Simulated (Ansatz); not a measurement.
Given:

HfGeRu:
```xyz
9
Lattice="6.7122 0.0000 0.0000 -3.3561 5.8130 0.0000 0.0000 0.0000 3.7352" Properties=species:S:1:pos:R:3 pbc="T T T"
Hf    -1.3945     2.4154     1.8676
Hf     2.7891     0.0000     1.8676
Hf     1.9616     3.3976     1.8676
Ge     0.0000     3.8753     0.0000
Ge     3.3561     1.9377     0.0000
Ge     0.0000     0.0000     1.8676
Ru    -2.5312     4.3842     0.0000
Ru     5.0625     0.0000     0.0000
Ru     0.8249     1.4287     0.0000
```

This is the r²SCAN-relaxed structure.

Question: All from DFT-r²SCAN in the program Ansatz with PAW potentials, unless another level is named. Give the electronic character.

Answer: metallic (no gap).

Question: Predict the density of states at the Fermi level.

Answer: 0.37 states/eV per atom (mean over ±0.08 eV).

Question: Predict the formation energy from the elements (no fitted shifts).

Answer: -0.80 eV/atom.

Space group P-62m. The workflow started from a Materials Project entry (that database holds measured and hypothetical structures alike); the Crystallography Open Database copy checked does not list it. Its standing as an ambient phase is unchecked. The cell was relaxed with r²SCAN under the symmetry of its start; whether a distortion lowers the energy is not shown. The run is not spin-polarised. The references are the lowest solids computed at this level, not always the standard phases. Scalar-relativistic: spin–orbit coupling is off unless named, which matters more the heavier the elements.

Potentials: the earlier of the program's two PAW sets.
